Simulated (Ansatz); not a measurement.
A geometry of Mg away from equilibrium: the start of the relaxation of a generated trial cell of Mg in the AFLOW prototype A_mC12_5_3c (A19). All values below come from r2SCAN (plane waves to 500 eV, PAW, scalar-relativistic; Ansatz, a program for electronic structure). Γ-centred k-mesh 10×10×3 on the run's cell (coarser than for final values), Fermi–Dirac smearing 0.05 eV.

```xyz
6
Lattice="3.1674 -1.8313 0.0000 3.1674 1.8313 0.0000 -0.4201 0.0000 12.0303" Properties=species:S:1:pos:R:3 pbc="T T T"
Mg     3.3812    -0.8424     2.9474
Mg     2.5334    -0.8424     9.0829
Mg     3.8228     1.0988     4.8121
Mg     2.0918     1.0988     7.2182
Mg     4.6899    -0.2564     0.8421
Mg     1.2246    -0.2564    11.1882
```

Q: Give the Cartesian forces on all atoms (eV/Å).

A: 
```tsv
atom	Fx	Fy	Fz
Mg1	-1.18	0.04	-0.30
Mg2	1.18	0.04	0.30
Mg3	0.64	-0.41	1.47
Mg4	-0.64	-0.41	-1.47
Mg5	0.60	0.38	1.19
Mg6	-0.60	0.38	-1.19
```

Q: What is the pressure?

A: +6.3 GPa, compression positive.

Q: How far above the relaxed end point is this geometry?

A: 0.63 eV/atom; the path ends in Fm-3m (No. 225) (fcc (Cu type)).

No spin polarisation in the result.

The run could not lose the symmetry of its start: the end is stationary, and may be a saddle point rather than a minimum.

The end of the path is a generated cell of Mg: the first start was made by placing the elements on the sites of a structure type, and the end was not matched to a known phase here, so it may be hypothetical. Known forms of Mg include space group No. 194.
